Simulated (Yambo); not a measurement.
A G0W0@PBEsol run in Yambo for YHSe (space group P-6m2, No. 187) (3×3×4 Γ-centred k mesh, bands 13 to 194 and a 8 Ry block in the screening, 194 bands in G with the Bruneval-Gonze terminator, plasmon pole fitted at 27.2 eV) gives these matrix elements, in eV, at the band edges (A → Γ):

```json
[
 {"state": "valence edge", "E0": "0.000", "<Vxc>": "-13.245", "<Σx>": "-15.904", "<Σc(E0)>": "1.507", "Z": "0.800"},
 {"state": "conduction edge", "E0": "1.349", "<Vxc>": "-11.466", "<Σx>": "-6.974", "<Σc(E0)>": "-4.046", "Z": "0.814"}
]
```

Task: Solve the linearised quasiparticle equation for both states, give the gap, and say how exchange and correlation each act on it.

Result: E = E0 + Z(Σx + Σc − Vxc). Valence: 0.000 + 0.800 × (-15.904 + (1.507) − (-13.245)) = -0.92 eV. Conduction: 1.349 + 0.814 × (-6.974 + (-4.046) − (-11.466)) = 1.71 eV. The gap is 2.63 eV, against 1.35 eV in PBEsol. Replacing Vxc by bare exchange alone would open it by 7.15 eV; correlation takes back 5.55 eV of that, and Z scales what is left. Nearest settings tried, and what they do to the gap: 126 bands in G: -3 meV; 94 bands in W: -12 meV; 7 Ry block (97 vectors against 151): -58 meV; 3×3×2 mesh: -82 meV. So the settings aren't converged at that level. 

The standard potential for Se keeps a d shell in the valence without the s and p states of that shell. In tests on such compounds this moved G0W0 gaps by up to about 0.9 eV, so absolute quasiparticle energies here are unreliable; differences between settings are what counts.

Spin-orbit coupling is included.

Geometry relaxed with PBEsol; primitive cell a = 3.795 Å, b = 3.795 Å, c = 3.852 Å, α = 90.00°, β = 90.00°, γ = 120.00°.

The structure is a Materials Project entry; no match was found in the copy of COD used, and its stability was not checked.
